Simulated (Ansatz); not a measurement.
The geometry is COD entry 1523516, unchecked; take it as a test cell.

An input for TiRe: DFT, PBEsol, all-electron PAW with datasets made for the crystal, scalar-relativistic (Ansatz 0.2.0).

Command: `ansatz run input.yaml --threads 1 --pin off --max-ram 3072MiB --backend cpu --events-out ev --progress --plain --runs-dir out` The run took 28 s on 1 thread of Arm Neoverse V2, with other jobs on the host, peak memory 0.73 GiB.

```yaml
crystal:
  lattice:
    - [3.118, 0.0, 0.0]
    - [0.0, 3.118, 0.0]
    - [0.0, 0.0, 3.118]
  atoms:
    - { symbol: Ti, position: [0.5, 0.5, 0.5] }
    - { symbol: Re, position: [0.0, 0.0, 0.0] }
kpoints:
  mp_grid: { grid: [13, 13, 13] }
  band_path:
    path:
      - [0.0, 0.0, 0.0]
      - [0.0, 0.5, 0.0]
      - [0.5, 0.5, 0.0]
      - [0.0, 0.0, 0.0]
      - [0.5, 0.5, 0.5]
      - [0.0, 0.5, 0.0]
      - [0.5, 0.5, 0.5]
      - [0.5, 0.5, 0.0]
    npoints: 8
scf:
  occupations: { method: fermi_dirac, width: 0.05 }
hamiltonian:
  xc: pbesol
  pseudopotentials: { kind: all_electron, datasets: crystal }
output:
  forces: true
  stress: true
  eigenvalues: true
  efg: { contact_densities: true }
```

Set-up and iterations as logged by Ansatz (the results part is left out, to be predicted):

```
hamiltonian.pseudopotentials.datasets: crystal makes datasets for this crystal and solves the spheres of its atoms anew in each pass: cutoff 460.0 eV, the density's 1840.0 eV; for an error of 0.50 meV an atom under PBE, 1.0 meV for the cell; an energy difference from a run of another recipe may be off by several times the error for the cell, under r2SCAN by more, where some 0.1 meV an atom stays at smaller errors; Ti in spheres of 1.323 Å, 12 of its electrons in bands; Re in spheres of 1.376 Å, 29 of its electrons in bands
band count auto-derived: 28 (N_el = 41.0; filled up to band 21; 25 by the electrons, moments and atoms)
Engine: ansatz 0.2.0
Pseudopotentials: kind: all_electron
Pseudopotential: Ti, paw, valence charge 12, recommended cutoff 460 eV (normal), Koelling and Harmon's equation, gaussian nucleus
Pseudopotential: Re, paw, valence charge 29, recommended cutoff 460 eV (normal), Koelling and Harmon's equation, gaussian nucleus
Functional definition: PBEsol
  exchange = pbesol_x
  correlation = pbesol_c
Crystal: 2 atoms, lattice volume = 30.313 Å³
Basis set: ecut = 460 eV, 691 PW (Γ), exchange–correlation on 48×48×48 points (8 copies of the dense FFT grid, shifted against one another)
Bands: 28, of which v1, the nominal top of the filled ones, is band 21 counted from 1 (20 counted from 0)
Symmetry: 48 space group operations
Space group: Pm-3m (ITA 221), of the structure as read, at distance tolerance 3.1e-5 Å
k-points: 84 of 2197
Non-local potential: Ti, projectors of the file, l = 0: 2, l = 1: 2, l = 2: 2
Non-local potential: Re, projectors of the file, l = 0: 2, l = 1: 2, l = 2: 2, l = 3: 3
PAW form: soft (Blöchl's): semilocal exchange-correlation on the pseudo side does not see the compensation charge
PAW one-centre angular grid: Ti, 590 points (default); XC on its mesh's 1939 points in the sphere
PAW one-centre angular grid: Re, 590 points (default); XC on its mesh's 1821 points in the sphere
Initial density: superposition of atomic densities (neutral atoms: chi_scale 0, normalization atom)
Initial wavefunctions: pseudopotential atomic-orbital guess
Functional: x = pbesol(κ = 0.804, μ = 0.12345679012345678), c = pbesol(β = 0.046)
iter 1 solved again at ethr=1.96e-2 eV; its pass at ethr=1.00e-1 eV (dr2=8.04e0 eV) is discarded
SCF iter   1: F=—  HF=-477232.062095 eV  |F-HF|=—  |Δ(HF+E_count)|=         —  Δρ=1.30e-1  dr2=8.01e0  ethr=1.96e-2  ⟨swp⟩=2.1  Hψ=11926  notcnv=0
SCF iter   2: F=—  HF=-477230.817119 eV  |F-HF|=—  |Δ(HF+E_count)|=    1.24e0  Δρ=6.30e-2  dr2=1.24e0  ethr=1.95e-2  ⟨swp⟩=2.0  Hψ=4706  notcnv=0
iter 3 solved again at ethr=2.54e-4 eV; its pass at ethr=3.03e-3 eV (dr2=1.04e-1 eV) is discarded
SCF iter   3: F=—  HF=-477230.444550 eV  |F-HF|=—  |Δ(HF+E_count)|=   3.73e-1  Δρ=1.88e-2  dr2=1.04e-1  ethr=2.54e-4  ⟨swp⟩=2.0  Hψ=11327  notcnv=0
SCF iter   4: F=—  HF=-477230.481989 eV  |F-HF|=—  |Δ(HF+E_count)|=   3.74e-2  Δρ=1.82e-2  dr2=1.59e-1  ethr=2.53e-4  ⟨swp⟩=3.0  Hψ=5675  notcnv=0  defer=1
SCF iter   5: F=—  HF=-477230.494625 eV  |F-HF|=—  |Δ(HF+E_count)|=   1.26e-2  Δρ=5.98e-3  dr2=1.59e-2  ethr=2.53e-4  ⟨swp⟩=3.1  Hψ=5298  notcnv=0
SCF iter   6: F=—  HF=-477230.495689 eV  |F-HF|=—  |Δ(HF+E_count)|=   1.06e-3  Δρ=3.67e-3  dr2=5.02e-3  ethr=3.87e-5  ⟨swp⟩=3.0  Hψ=4840  notcnv=0
SCF iter   7: F=—  HF=-477230.497735 eV  |F-HF|=—  |Δ(HF+E_count)|=   2.05e-3  Δρ=1.90e-3  dr2=1.52e-3  ethr=1.23e-5  ⟨swp⟩=2.0  Hψ=5465  notcnv=0
SCF iter   8: F=—  HF=-477230.497638 eV  |F-HF|=—  |Δ(HF+E_count)|=   9.74e-5  Δρ=6.76e-4  dr2=1.78e-4  ethr=3.70e-6  ⟨swp⟩=2.0  Hψ=4120  notcnv=0
SCF iter   9: F=—  HF=-477230.497616 eV  |F-HF|=—  |Δ(HF+E_count)|=   2.21e-5  Δρ=7.47e-5  dr2=1.91e-6  ethr=4.34e-7  ⟨swp⟩=2.4  Hψ=5486  notcnv=0
SCF iter  10: F=—  HF=-477230.497748 eV  |F-HF|=—  |Δ(HF+E_count)|=   1.33e-4  Δρ=3.80e-5  dr2=4.61e-7  ethr=4.65e-9  ⟨swp⟩=4.0  Hψ=5969  notcnv=0
SCF iter  11: F=—  HF=-477230.497748 eV  |F-HF|=—  |Δ(HF+E_count)|=   5.59e-9  Δρ=4.14e-5  dr2=8.18e-7  ethr=1.13e-9  ⟨swp⟩=3.3  Hψ=4806  notcnv=0
SCF iter  12: F=-477230.497748 eV  HF=-477230.497748 eV  |F-HF|=4.42e-8  |Δ(HF+E_count)|=   4.49e-8  Δρ=8.97e-6  dr2=3.57e-8  ethr=1.13e-9  ⟨swp⟩=2.0  Hψ=4096  notcnv=0
```

Spin polarisation is left out, and whether a magnetic state lies lower isn't shown here.

Problem. What pressure will this run report?

Solution. -7.75 GPa (positive in compression).

Problem. Is there a band gap?

Solution. none: with an odd electron count and no spin polarisation the bands can't all be full, a metal in this set-up (spin order or a larger cell could open a gap).
